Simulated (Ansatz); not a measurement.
V:
```xyz
1
Lattice="-1.4983 1.4983 1.4983 1.4983 -1.4983 1.4983 1.4983 1.4983 -1.4983" Properties=species:S:1:pos:R:3 pbc="T T T"
V      0.0000     0.0000     0.0000
```

Relaxed with PBE. Special points in fractions of this cell's reciprocal vectors: Γ (0.000, 0.000, 0.000); H (0.500, -0.500, 0.500); N (0.000, 0.000, 0.500); P (0.250, 0.250, 0.250).

### Question
List the band energies nearest the Fermi level at these points for plane-wave PAW PBE (Ansatz code).

### Answer
In eV from the Fermi level; about four levels below and three above (degenerate sets whole), none deeper than 8.9 eV; … stands for higher levels left out; points with the same levels are listed once.

```json
[
 {"k": "Γ", "below": "-6.60", "above": "0.42 0.42 0.42"},
 {"k": "H", "below": "-3.00 -3.00", "above": "…"},
 {"k": "N", "below": "-3.18 -1.13", "above": "1.64 2.43 …"},
 {"k": "P", "below": "-1.12 -1.12 -1.12", "above": "…"}
]
```

Space group Im-3m (bcc (W type)). The PBE relaxation kept the symmetry of its start. The workflow began spin-polarised and lost its moments.

Potentials: the earlier of the program's two PAW sets.
